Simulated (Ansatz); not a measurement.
Input:

KF:
```cif
data_FK
_chemical_formula_sum 'K1 F1'
_space_group_name_H-M_alt 'P 1'
_space_group_IT_number 1
_cell_length_a 3.08321
_cell_length_b 3.08321
_cell_length_c 3.08321
_cell_angle_alpha 90.000
_cell_angle_beta 90.000
_cell_angle_gamma 90.000
loop_
_space_group_symop_operation_xyz
  'x, y, z'
loop_
_atom_site_label
_atom_site_type_symbol
_atom_site_fract_x
_atom_site_fract_y
_atom_site_fract_z
_atom_site_occupancy
K1 K 0.00000 0.00000 0.00000 1
F1 F 0.50000 0.50000 0.50000 1
```

This is the LDA-relaxed structure.

**Question.** All from plane-wave PAW LDA (Ansatz code), unless another level is named. Give the electron effective mass.

**Answer.** 0.48 mₑ (isotropic).

**Question.** Give the valence-band maximum.

**Answer.** at M.

**Question.** Next, the conduction-band minimum?

**Answer.** at Γ.

**Question.** Give the weight of the conduction-edge state by species (Voronoi cells).

**Answer.** F 50 %, K 50 %.

**Question.** Give the weight of the valence-edge state by species (Voronoi cells).

**Answer.** F 99 %.

Space group Pm-3m (CsCl type). The first step of the workflow began from a Materials Project structure, measured or hypothetical; the Crystallography Open Database copy checked does not list it. It is not the phase usual at ambient conditions (space group No. 225). Symmetry was held in the LDA relaxation; phonons on a q-mesh show no instability.

Potentials: the later of the program's two PAW sets.

Edges and masses are those of Kohn–Sham bands, whose gap is no quasiparticle gap.
